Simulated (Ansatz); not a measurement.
In plane-wave PAW PBE (Ansatz code), AlPd₃N in the anti-perovskite structure (Pm-3m) relaxes to a = 4.131 Å. Al has 12 nearest neighbours from 2.92 Å (cuboctahedral); N has 6 nearest neighbours from 2.07 Å (octahedral). Its formation energy from the elements is 0.036 eV/atom, with no fitted shifts.

Electronic character: metallic (no gap). Gap from PBE with spin–orbit coupling: none (metallic).

An equation-of-state fit gives a bulk modulus of 168 GPa.

The start of the workflow was typed in or built on a structure type; neither database checked (COD, Materials Project) lists it. Its standing as an ambient phase is unchecked. The PBE relaxation kept the symmetry of its start; whether a distortion lowers the energy is not shown. The run is not spin-polarised. The volume moved by 19 % from the start of the relaxation. The references are the lowest solids computed at this level, not always the standard phases (solids in place of the gases). Scalar-relativistic: spin–orbit coupling is off unless named, which matters more the heavier the elements.

Potentials: the later of the program's two PAW sets.
